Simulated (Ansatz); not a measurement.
TiO₂, one structure, two calculations

Cell: a COD entry whose atoms were relaxed with PBE, the cell held.

```cif
data_TiO2
_symmetry_space_group_name_H-M 'Pbca'
_symmetry_Int_Tables_number 61
_cell_length_a 5.1450
_cell_length_b 9.1850
_cell_length_c 5.4470
_cell_angle_alpha 90.000
_cell_angle_beta 90.000
_cell_angle_gamma 90.000
loop_
_atom_site_label
_atom_site_type_symbol
_atom_site_symmetry_multiplicity
_atom_site_Wyckoff_symbol
_atom_site_fract_x
_atom_site_fract_y
_atom_site_fract_z
Ti Ti 8 c 0.1386 0.1290 0.9056
O9 O 8 c 0.4646 0.2299 0.8912
O17 O 8 c 0.8160 0.0098 0.8506
```

One atom of each set is listed.

First run. The numbers come from a DFT calculation in Ansatz (PBE, plane waves and PAW, scalar-relativistic, 420 eV cutoff, Γ-centred 5×3×4 k-points, Fermi–Dirac smearing 0.02 eV).

| site | V_zz (10²¹ V/m²) | η |
| --- | --- | --- |
| Ti | 1.96 | 0.85 |
| O9 | -2.39 | 0.84 |
| O17 | 1.99 | 0.86 |

Second run. The same atoms and settings, except that the functional is r2SCAN and the cutoff is 500 eV.

Task: What does the second run give?

Result: 

```tsv
site	V_zz	η	change of V_zz
Ti	1.93	0.85	-0.03
O9	-2.55	0.76	-0.16
O17	2.13	0.96	+0.14
```

The largest change of V_zz is on O9, from -2.39 to -2.55. In per cent, |V_zz| changes by -2 on Ti, +7 on O (all sites that start above 0.5).

For the first run: At this cell the principal stresses reach 5 GPa in size with PBE, which can matter for small gradients.
